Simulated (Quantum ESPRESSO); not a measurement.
Ti6AuHf, finding a planted mistake in a log

A calculation, not a measurement. The program is pw.x of Quantum ESPRESSO 7.5 (plane-wave density functional theory). The cell is made up: eight metal atoms on a hexagonal close-packed lattice, with elements, volume, strain and displacements drawn at random and not relaxed, so it may be unstable or far from any real phase. PseudoDojo standard norm-conserving files set the functional (PBE unless stated); there is no spin polarisation or spin-orbit coupling, the Fermi-Dirac width of 0.25 eV means electrons at about 2900 K, and the masses in the input are unused placeholders. Heavy elements are run without spin-orbit coupling, which real alloys of them have. A spin test at this wide smearing found no moment, but such smearing suppresses magnetism that the real alloy may have.

Intended input:

```
&control calculation='scf', pseudo_dir='./dojo.nc.sr.pbe.v0_5.standard.upf', outdir='./o', disk_io='minimal', tprnfor=.true., tstress=.true. /
&system ibrav=0, nat=8, ntyp=3, nbnd=69, ecutwfc=84.00895049, nosym=.true., tot_charge=0,
 occupations='smearing', smearing='fd', degauss=0.0183746611
/
&electrons conv_thr=1.470e-08, electron_maxstep=70, mixing_beta=0.5 /
ATOMIC_SPECIES
Au 1.0 Au.upf
Hf 1.0 Hf.upf
Ti 1.0 Ti.upf
CELL_PARAMETERS angstrom
-2.8797 -0.0014 -0.0078
-0.0099 5.0852 -4.6269
-0.0149 -5.0841 -4.6257
ATOMIC_POSITIONS angstrom
Ti -0.0107 -0.0529 -0.0379
Au -0.0143 1.6661 -2.398
Hf -0.0043 0.0269 -4.6428
Ti -0.1111 1.7175 -6.9059
Ti -1.4235 -0.906 -2.3336
Ti -1.4319 -2.5654 -4.6957
Ti -1.4273 -0.8294 -6.9903
Ti -1.429 2.496 -4.6413
K_POINTS automatic
8 4 4 1 1 1
```

The log is shortened where brackets say so; the opening notice, blank lines, dates and the lines on written files are dropped, and the path of the files is cut. It prints rydbergs, bohrs and kilobars, and counts compression as positive stress. Its total energy is the free energy E - TS of the whole cell.

Log of the intended run:

```
     Program PWSCF v.7.5
     Parallel version (MPI & OpenMP), running on       4 processor cores
     Number of MPI processes:                 4
     Threads/MPI process:                     1
     [start-up lines left out]
     bravais-lattice index     =            0
     lattice parameter (alat)  =       5.4419  a.u.
     unit-cell volume          =     914.2510 (a.u.)^3
     number of atoms/cell      =            8
     number of atomic types    =            3
     number of electrons       =       103.00
     number of Kohn-Sham states=           69
     kinetic-energy cutoff     =      84.0090  Ry
     charge density cutoff     =     336.0358  Ry
     scf convergence threshold =      1.5E-08
     mixing beta               =       0.5000
     number of iterations used =            8  plain     mixing
     Exchange-correlation= PBE
                           (   1   4   3   4   0   0   0)
     [axes and pseudopotential details left out]
   Cartesian axes
     site n.     atom                  positions (alat units)
         1        Ti     tau(   1) = (  -0.0037157  -0.0183699  -0.0131610  )
         2        Au     tau(   2) = (  -0.0049658   0.5785650  -0.8327225  )
         3        Hf     tau(   3) = (  -0.0014932   0.0093412  -1.6122452  )
         4        Ti     tau(   4) = (  -0.0385803   0.5964140  -2.3981227  )
         5        Ti     tau(   5) = (  -0.4943205  -0.3146149  -0.8103591  )
         6        Ti     tau(   6) = (  -0.4972374  -0.8908533  -1.6306151  )
         7        Ti     tau(   7) = (  -0.4956400  -0.2880150  -2.4274312  )
         8        Ti     tau(   8) = (  -0.4962304   0.8667537  -1.6117243  )
     number of k points=    64  Fermi-Dirac smearing, width (Ry)=  0.0184
                       cart. coord. in units 2pi/alat
        k(    1) = (  -0.0622899   0.0000215  -0.0776412), wk =   0.0312500
        k(    2) = (  -0.0620447  -0.0707821  -0.1554584), wk =   0.0312500
     [further k points left out]
     Dense  grid:    95079 G-vectors     FFT dimensions: (  32,  75,  75)
     Estimated max dynamical RAM per process >     362.11 MB
     Estimated total dynamical RAM >       1.35 GB
     Initial potential from superposition of free atoms
     starting charge     102.9885, renormalised to     103.0000
     Starting wfcs are   80 randomized atomic wfcs
     total cpu time spent up to now is        6.8 secs
     per-process dynamical memory:   288.4 Mb
     Self-consistent Calculation
     iteration #  1     ecut=    84.01 Ry     beta= 0.50
     Davidson diagonalization with overlap
     ethr =  1.00E-02,  avg # of iterations =  2.6
     total cpu time spent up to now is       23.0 secs
     total energy              =   -1118.70484512 Ry
     estimated scf accuracy    <       4.49451872 Ry
     iteration #  2     ecut=    84.01 Ry     beta= 0.50
     Davidson diagonalization with overlap
     ethr =  4.36E-03,  avg # of iterations =  4.2
     total cpu time spent up to now is       42.1 secs
     total energy              =   -1118.52503138 Ry
     estimated scf accuracy    <      34.87420735 Ry
     [iterations 3 to 21 left out]
     iteration # 22     ecut=    84.01 Ry     beta= 0.50
     Davidson diagonalization with overlap
     ethr =  1.71E-10,  avg # of iterations =  5.2
     total cpu time spent up to now is      347.1 secs
     total energy              =   -1121.56854237 Ry
     estimated scf accuracy    <       0.00000088 Ry
     iteration # 23     ecut=    84.01 Ry     beta= 0.50
     Davidson diagonalization with overlap
     ethr =  1.71E-10,  avg # of iterations =  2.7
     total cpu time spent up to now is      360.5 secs
     End of self-consistent calculation
     [lines on levels left out]
!    total energy              =   -1121.56854241 Ry
     estimated scf accuracy    <          4.2E-09 Ry
     smearing contrib. (-TS)   =      -0.16313322 Ry
     internal energy E=F+TS    =   -1121.40540919 Ry
     The total energy is F=E-TS. E is the sum of the following terms:
     one-electron contribution =    -364.31261841 Ry
     hartree contribution      =     223.40226640 Ry
     xc contribution           =    -185.75312849 Ry
     ewald contribution        =    -794.74192869 Ry
     convergence has been achieved in  23 iterations
     Forces acting on atoms (cartesian axes, Ry/au):
     atom    1 type  3   force =     0.00687152    0.00745400    0.00995921
     atom    2 type  1   force =     0.00454879    0.00831312    0.03592955
     atom    3 type  2   force =     0.00827282   -0.03528202   -0.02143670
     atom    4 type  3   force =     0.01459504    0.00401081   -0.03071313
     atom    5 type  3   force =    -0.00992612   -0.00043870    0.01708852
     atom    6 type  3   force =    -0.00735526   -0.01135897    0.00877683
     atom    7 type  3   force =    -0.00738724   -0.01376426   -0.01586111
     atom    8 type  3   force =    -0.00961954    0.04106601   -0.00374317
     Total force =     0.086414     Total SCF correction =     0.000168
     Computing stress (Cartesian axis) and pressure
          total   stress  (Ry/bohr**3)                   (kbar)     P=       96.97
   0.00073108  -0.00003462  -0.00001402          107.55       -5.09       -2.06
  -0.00003462   0.00050129   0.00000624           -5.09       73.74        0.92
  -0.00001402   0.00000624   0.00074527           -2.06        0.92      109.63
     init_run     :      6.47s CPU      6.76s WALL (       1 calls)
     electrons    :    352.09s CPU    353.70s WALL (       1 calls)
     forces       :      2.21s CPU      2.22s WALL (       1 calls)
     stress       :      7.74s CPU      7.76s WALL (       1 calls)
     [timing details left out]
     PWSCF        :   6m 8.59s CPU   6m10.54s WALL
     JOB DONE.
```

A second run was made from an input with one planted mistake. Its log:

```
     Program PWSCF v.7.5
     Parallel version (MPI & OpenMP), running on       4 processor cores
     Number of MPI processes:                 4
     Threads/MPI process:                     1
     [start-up lines left out]
     bravais-lattice index     =            0
     lattice parameter (alat)  =       5.3973  a.u.
     unit-cell volume          =     891.9545 (a.u.)^3
     number of atoms/cell      =            8
     number of atomic types    =            3
     number of electrons       =       103.00
     number of Kohn-Sham states=           69
     kinetic-energy cutoff     =      84.0090  Ry
     charge density cutoff     =     336.0358  Ry
     scf convergence threshold =      1.5E-08
     mixing beta               =       0.5000
     number of iterations used =            8  plain     mixing
     Exchange-correlation= PBE
                           (   1   4   3   4   0   0   0)
     [axes and pseudopotential details left out]
   Cartesian axes
     site n.     atom                  positions (alat units)
         1        Ti     tau(   1) = (  -0.0037113  -0.0183816  -0.0131648  )
         2        Au     tau(   2) = (  -0.0049718   0.5785490  -0.8327058  )
         3        Hf     tau(   3) = (  -0.0015055   0.0093484  -1.6122274  )
         4        Ti     tau(   4) = (  -0.0385839   0.5964054  -2.3981213  )
         5        Ti     tau(   5) = (  -0.4943086  -0.3146237  -0.8103677  )
         6        Ti     tau(   6) = (  -0.4972496  -0.8908618  -1.6306091  )
         7        Ti     tau(   7) = (  -0.4956390  -0.2880140  -2.4274269  )
         8        Ti     tau(   8) = (  -0.4962343   0.8667381  -1.6117022  )
     number of k points=    64  Fermi-Dirac smearing, width (Ry)=  0.0184
                       cart. coord. in units 2pi/alat
        k(    1) = (  -0.0622909   0.0000216  -0.0776409), wk =   0.0312500
        k(    2) = (  -0.0620464  -0.0707824  -0.1554580), wk =   0.0312500
     [further k points left out]
     Dense  grid:    92799 G-vectors     FFT dimensions: (  32,  75,  75)
     Estimated max dynamical RAM per process >     353.88 MB
     Estimated total dynamical RAM >       1.32 GB
     Initial potential from superposition of free atoms
     starting charge     102.9885, renormalised to     103.0000
     Starting wfcs are   80 randomized atomic wfcs
     total cpu time spent up to now is        6.3 secs
     per-process dynamical memory:   281.6 Mb
     Self-consistent Calculation
     iteration #  1     ecut=    84.01 Ry     beta= 0.50
     Davidson diagonalization with overlap
     ethr =  1.00E-02,  avg # of iterations =  2.5
     total cpu time spent up to now is       21.6 secs
     total energy              =   -1118.55384980 Ry
     estimated scf accuracy    <       4.70883459 Ry
     iteration #  2     ecut=    84.01 Ry     beta= 0.50
     Davidson diagonalization with overlap
     ethr =  4.57E-03,  avg # of iterations =  4.1
     total cpu time spent up to now is       39.9 secs
     total energy              =   -1118.42671774 Ry
     estimated scf accuracy    <      35.59382568 Ry
     [iterations 3 to 21 left out]
     iteration # 22     ecut=    84.01 Ry     beta= 0.50
     Davidson diagonalization with overlap
     ethr =  7.29E-11,  avg # of iterations =  5.4
     total cpu time spent up to now is      338.8 secs
     total energy              =   -1121.55104476 Ry
     estimated scf accuracy    <       0.00000017 Ry
     iteration # 23     ecut=    84.01 Ry     beta= 0.50
     Davidson diagonalization with overlap
     ethr =  7.29E-11,  avg # of iterations =  1.9
     total cpu time spent up to now is      351.0 secs
     End of self-consistent calculation
     [lines on levels left out]
!    total energy              =   -1121.55104477 Ry
     estimated scf accuracy    <          2.2E-09 Ry
     smearing contrib. (-TS)   =      -0.15892089 Ry
     internal energy E=F+TS    =   -1121.39212388 Ry
     The total energy is F=E-TS. E is the sum of the following terms:
     one-electron contribution =    -354.46183472 Ry
     hartree contribution      =     220.30107683 Ry
     xc contribution           =    -185.92292234 Ry
     ewald contribution        =    -801.30844365 Ry
     convergence has been achieved in  23 iterations
     Forces acting on atoms (cartesian axes, Ry/au):
     atom    1 type  3   force =     0.00722250    0.00783190    0.01058128
     atom    2 type  1   force =     0.00501592    0.00948424    0.03971400
     atom    3 type  2   force =     0.00872438   -0.03813402   -0.02345693
     atom    4 type  3   force =     0.01499118    0.00438491   -0.03315800
     atom    5 type  3   force =    -0.01036356   -0.00083609    0.01819848
     atom    6 type  3   force =    -0.00777785   -0.01246686    0.00992652
     atom    7 type  3   force =    -0.00777127   -0.01422284   -0.01720636
     atom    8 type  3   force =    -0.01004130    0.04395876   -0.00459898
     Total force =     0.093320     Total SCF correction =     0.000271
     Computing stress (Cartesian axis) and pressure
          total   stress  (Ry/bohr**3)                   (kbar)     P=      134.24
   0.00097649  -0.00003668  -0.00001450          143.65       -5.40       -2.13
  -0.00003668   0.00074711   0.00000961           -5.40      109.90        1.41
  -0.00001450   0.00000961   0.00101406           -2.13        1.41      149.17
     init_run     :      5.97s CPU      6.26s WALL (       1 calls)
     electrons    :    343.52s CPU    344.65s WALL (       1 calls)
     forces       :      2.20s CPU      2.21s WALL (       1 calls)
     stress       :      7.59s CPU      7.60s WALL (       1 calls)
     [timing details left out]
     PWSCF        :   5m59.37s CPU   6m 0.83s WALL
     JOB DONE.
```

Question: the log repeats what the program read. Compare it with the intended run: what was wrong in the second input?

Answer: the cell and the positions are scaled by a wrong factor. The input lines that differ:

```
- -2.8797 -0.0014 -0.0078
- -0.0099 5.0852 -4.6269
- -0.0149 -5.0841 -4.6257
+ -2.8561 -0.0014 -0.0077
+ -0.0098 5.0435 -4.589
+ -0.0148 -5.0424 -4.5878
- Ti -0.0107 -0.0529 -0.0379
- Au -0.0143 1.6661 -2.398
- Hf -0.0043 0.0269 -4.6428
- Ti -0.1111 1.7175 -6.9059
- Ti -1.4235 -0.906 -2.3336
- Ti -1.4319 -2.5654 -4.6957
- Ti -1.4273 -0.8294 -6.9903
- Ti -1.429 2.496 -4.6413
+ Ti -0.0106 -0.0525 -0.0376
+ Au -0.0142 1.6524 -2.3783
+ Hf -0.0043 0.0267 -4.6047
+ Ti -0.1102 1.7034 -6.8493
+ Ti -1.4118 -0.8986 -2.3145
+ Ti -1.4202 -2.5444 -4.6572
+ Ti -1.4156 -0.8226 -6.933
+ Ti -1.4173 2.4755 -4.6032
```

|  | intended run | run with the mistake |
| --- | --- | --- |
| free energy (eV) | -15259.717 | -15259.479 |
| entropy term -TS, part of it (eV) | -2.220 | -2.162 |
| pressure (GPa) | 9.70 | 13.42 |
| size of the largest force component (eV/Å) | 1.056 | 1.130 |
| largest change of a force component (eV/Å) |  | 0.097 |
| iterations | 23 | 23 |

For scale, a rerun of the intended cell at a higher cutoff and on a denser mesh moved values by no more than 0.002 eV in energy, 0.08 GPa in stress and 0.005 eV/Å in force, and a second program with other atomic files agreed on that cell to 2 % rms in force and 0.5 GPa in pressure.